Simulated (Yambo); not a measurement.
Given:

```
CELL_PARAMETERS angstrom
      0.00000     3.11719     3.11719
      3.11719     0.00000     3.11719
      3.11719     3.11719     0.00000
ATOMIC_POSITIONS crystal
  S  0.50000 0.50000 0.50000
  Ba 0.00000 0.00000 0.00000
```

Workflow: PBEsol (pw.x of Quantum ESPRESSO, ONCV potentials, no spin-orbit coupling), then G0W0 in Yambo (4×4×4 Γ-centred k mesh, 148 bands and a 10 Ry block in the screening, 148 bands in G with the Bruneval-Gonze terminator, plasmon pole fitted at 27.2 eV).

Question: Give the PBEsol and G0W0 gaps between the band edges found on this mesh, and say where the edges lie.

Answer: Edges: Γ → X. PBEsol: 1.95 eV; G0W0: 3.44 eV. Convergence of the G0W0 settings was not tested. 

Geometry strained from the cell relaxed with PBEsol, atoms relaxed again.
